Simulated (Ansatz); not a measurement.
YSi$_{2}$:
```xyz
3
Lattice="0.0000 3.2979 3.2979 3.2979 0.0000 3.2979 3.2979 3.2979 0.0000" Properties=species:S:1:pos:R:3 pbc="T T T"
Y      0.0000     0.0000     0.0000
Si     1.6490     1.6490     1.6490
Si     4.9469     4.9469     4.9469
```

Relaxed with PBE. Special points in fractions of this cell's reciprocal vectors: Γ (0.000, 0.000, 0.000); X (0.500, 0.000, 0.500); U (0.625, 0.250, 0.625); K (0.375, 0.375, 0.750); L (0.500, 0.500, 0.500); W (0.500, 0.250, 0.750).

**Question.** List the band energies nearest the Fermi level at these points for PBE (plane waves, PAW; program Ansatz).

**Answer.** In eV from the Fermi level; about four levels below and three above (degenerate sets whole), none deeper than 8.9 eV; points with the same levels are listed once.

```tsv
k	below	above
Γ	-4.08 -2.67 -2.67 -2.67	1.45 1.45 2.68 2.68 2.68
X	-6.58 -4.24 -1.88 -1.88	0.86 0.86 1.23
U	-6.92 -3.78 -2.20 -1.71	0.03 1.03 2.25
L	-6.98 -1.96 -1.96 -0.41	0.08 0.08 0.24
W	-3.42 -3.30 -0.57 -0.57	0.92 2.49 3.10
```

Space group Fm-3m (fluorite). The cell is a constructed one: a structure type filled with these elements; neither database checked (COD, Materials Project) lists it. COD files the formula under space group No. 191, so this cell is another polymorph or a model. Its standing as an ambient phase is unchecked. Symmetry was held in the PBE relaxation; whether a distortion lowers the energy is not shown. The run is not spin-polarised. Spin–orbit coupling is left out wherever it is not named.

Potentials: the later of the program's two PAW sets.
